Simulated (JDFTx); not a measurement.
```json
{
  "surface": "Tl(0001)",
  "bulk": "Tl, P6_3/mmc, lattice of mp-82 (not re-optimised)",
  "slab": "4 atoms in 4 planes, 1x1, 8.5 Å between the outermost planes",
  "in-plane cell": "3.497 × 3.497 Å, 10.59 Å²",
  "cell_height": "24.5 Å",
  "sampling": "8×8×1 k mesh, Fermi smearing 0.01 Ha, no spin polarisation"
}
```

Method: PBE, GBRV ultrasoft potentials, plane waves to 20/100 Ha, in a modified build of JDFTx. Vacuum. The outer atoms relax from bulk positions, keeping the cell's symmetry; the lattice is not PBE's own optimum in this code, and that strain can shift the moves by a few hundredths of an ångström. Input:

```
lattice \
  6.6090145379 -3.3045072690 0.0000000000 \
  0.0000000000 5.7235744805 0.0000000000 \
  0.0000000000 0.0000000000 46.2982900533
coords-type Lattice
ion Tl 0.3333333330 0.6666666670 -0.1728538780 1
ion Tl 0.6666666670 0.3333333330 -0.0576179590 0
ion Tl 0.3333333330 0.6666666670 0.0576179590 0
ion Tl 0.6666666670 0.3333333330 0.1728538780 1
ion-species pseudo/tl_pbe_v1.2.upf
elec-cutoff 20 100
elec-ex-corr gga-PBE
coulomb-interaction Slab 001
coulomb-truncation-embed 0 0 0
kpoint-folding 8 8 1
elec-smearing Fermi 0.01
lcao-params 10
elec-n-bands 37
electronic-scf nIterations 100 energyDiffThreshold 1e-07
ionic-minimize nIterations 10 energyDiffThreshold 1e-5 knormThreshold 4e-4
dump-name vac.$VAR
dump End State Ecomponents EigStats BandEigs Forces ElecDensity IonicPositions Fillings Kpoints Dtot
```

How far do the free atoms of the upper face move along the normal, and how much energy is released?

Tl (atom 4) 0.09 Å (positive: outward). The free energy falls by 0.012 eV per cell, 9 mJ/m².
